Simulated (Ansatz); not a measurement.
## Calculated As-75 nuclear quadrupole resonance for CaAs2F12

Cell: a computed structure from the Materials Project (it need not be an observed phase), atoms as given.

Space group P-4m2 (No. 115); a = 5.3380, c = 7.5320 Å.

| site | Wyckoff | site symmetry | x | y | z |
| --- | --- | --- | --- | --- | --- |
| Ca | 1a | -4m2 | 0.0000 | 0.0000 | 0.0000 |
| As | 2g | 2mm. | 0.0000 | 0.5000 | 0.2491 |
| F4 | 8l | 1 | 0.2632 | 0.2249 | 0.7682 |
| F8 | 2g | 2mm. | 0.0000 | 0.5000 | 0.4739 |
| F10 | 2g | 2mm. | 0.0000 | 0.5000 | 0.0109 |

One atom of each set is listed.

Method: Kohn–Sham DFT in Ansatz, PBE, plane waves and PAW (field gradients read without the response of the frozen cores, which leaves them typically 4 to 6 % off), scalar-relativistic, 420 eV cutoff, Γ-centred 4×4×3 k-points, Fermi–Dirac smearing 0.02 eV.

As-75: I = 3/2, Q = 311.0 mb (year-2017 value). Static lattice, zero field.

(1) Predict the zero-field As-75 lines of each site.

Results:

(1) For I = 3/2 there is one line, ν = (|C_Q|/2)(1 + η²/3)^½.

| site | atoms | V_zz (10²¹ V/m²) | C_Q (MHz) | η | line frequencies (MHz) |
| --- | --- | --- | --- | --- | --- |
| As | 2 | 1.88 | 14.1 | 0.56 | 7.42 |

At this cell the principal stresses reach 5 GPa in size with PBE, which can matter for small gradients. The largest force is 0.5 eV/Å, so the atoms aren't at the calculated equilibrium and relaxing them would move these values. A computed database structure should lie near equilibrium, so this entry is doubtful.
